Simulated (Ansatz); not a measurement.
Geometry optimisation in Ansatz: input, command and trajectory.

```yaml
crystal:
  lattice:
    - [5.0447894284, 0.0, 0.0]
    - [0.0, 5.0447894284, 0.0]
    - [0.0, 0.0, 2.9104917365]
  atoms:
    - { symbol: Ta, position: [0.0, 0.0, 0.5] }
    - { symbol: Ta, position: [0.5, 0.5, 0.0] }
    - { symbol: O, position: [0.7125683134, 0.2874316866, 0.5] }
    - { symbol: O, position: [0.2874316866, 0.7125683134, 0.5] }
    - { symbol: O, position: [0.2125683134, 0.2125683134, 0.0] }
    - { symbol: O, position: [0.7874316866, 0.7874316866, 0.0] }
basis:
  ecutwfc: 420
kpoints:
  mp_grid: { grid: [8, 8, 12] }
hamiltonian:
  xc: pbesol
scf:
  occupations: { method: gaussian, width: 0.1 }
output:
  forces: true
  stress: true
  eigenvalues: true
relax:
  adjacent_minimum: "off"
  f_tol: 0.01
  max_steps: 30
  cell: { stress_tol: 0.1, fix: [volume] }
```

```bash
ansatz run input.yaml --threads 1 --pin off --max-ram 2560MiB --backend cpu --events-out ev --progress --plain --runs-dir out
```

All numbers below come from DFT PBEsol, scalar-relativistic, plane waves, PAW (Ansatz).

The volume is held at 1.06 times that of the relaxed cell.

Of 5 frames 4 are shown, positions in Å and forces in eV/Å; the SCF threshold varies from step to step. Steps run on the plane waves of an earlier cell, with a Pulay correction in the pressure. The basis is chosen afresh for the last frame, the zero of the energies, and at times for earlier ones too; energy and pressure step there, also at an unchanged geometry.

```xyz
6
Lattice="5.0448 0.0000 0.0000 0.0000 5.0448 0.0000 0.0000 0.0000 2.9105" Properties=species:S:1:pos:R:3:forces:R:3 pbc="T T T" step=1 free_energy_over_end_meV_per_atom=0.18 pressure_GPa=-14.07
Ta    0.0000    0.0000    1.4552    0.0000    0.0000    0.0000
Ta    2.5224    2.5224    0.0000    0.0000    0.0000    0.0000
O     3.5948    1.4500    1.4552   -0.0559    0.0559    0.0000
O     1.4500    3.5948    1.4552    0.0559   -0.0559    0.0000
O     1.0724    1.0724    0.0000   -0.0559   -0.0559    0.0000
O     3.9724    3.9724    0.0000    0.0559    0.0559    0.0000
6
Lattice="5.0417 0.0000 0.0000 0.0000 5.0417 0.0000 0.0000 0.0000 2.9140" Properties=species:S:1:pos:R:3:forces:R:3 pbc="T T T" step=2 free_energy_over_end_meV_per_atom=0.07 pressure_GPa=-14.00
Ta    0.0000    0.0000    1.4570    0.0000    0.0000    0.0000
Ta    2.5209    2.5209    0.0000    0.0000    0.0000    0.0000
O     3.5903    1.4515    1.4570   -0.0366    0.0366    0.0000
O     1.4515    3.5903    1.4570    0.0366   -0.0366    0.0000
O     1.0694    1.0694    0.0000   -0.0366   -0.0366    0.0000
O     3.9724    3.9724    0.0000    0.0366    0.0366    0.0000
6
Lattice="5.0444 0.0000 0.0000 0.0000 5.0444 0.0000 0.0000 0.0000 2.9109" Properties=species:S:1:pos:R:3:forces:R:3 pbc="T T T" step=3 free_energy_over_end_meV_per_atom=0.02 pressure_GPa=-13.85
Ta    0.0000    0.0000    1.4555    0.0000    0.0000    0.0000
Ta    2.5222    2.5222    0.0000    0.0000    0.0000    0.0000
O     3.5886    1.4558    1.4555    0.0157   -0.0157    0.0000
O     1.4558    3.5886    1.4555   -0.0157    0.0157    0.0000
O     1.0664    1.0664    0.0000    0.0157    0.0157    0.0000
O     3.9780    3.9780    0.0000   -0.0157   -0.0157    0.0000
6
Lattice="5.0420 0.0000 0.0000 0.0000 5.0420 0.0000 0.0000 0.0000 2.9138" Properties=species:S:1:pos:R:3:forces:R:3 pbc="T T T" step=5 free_energy_over_end_meV_per_atom=0.00 pressure_GPa=-13.89
Ta    0.0000    0.0000    1.4569    0.0000    0.0000    0.0000
Ta    2.5210    2.5210    0.0000    0.0000    0.0000    0.0000
O     3.5875    1.4544    1.4569   -0.0001    0.0001    0.0000
O     1.4544    3.5875    1.4569    0.0001   -0.0001    0.0000
O     1.0666    1.0666    0.0000   -0.0001   -0.0001    0.0000
O     3.9754    3.9754    0.0000    0.0001    0.0001    0.0000
```

The run took 57 s on 1 thread of Intel(R) Xeon(R) Platinum 8488C (Sapphire Rapids), on a shared host, peak memory 0.51 GiB.

Spin–orbit coupling is left out, which can shift energies with elements as heavy as these.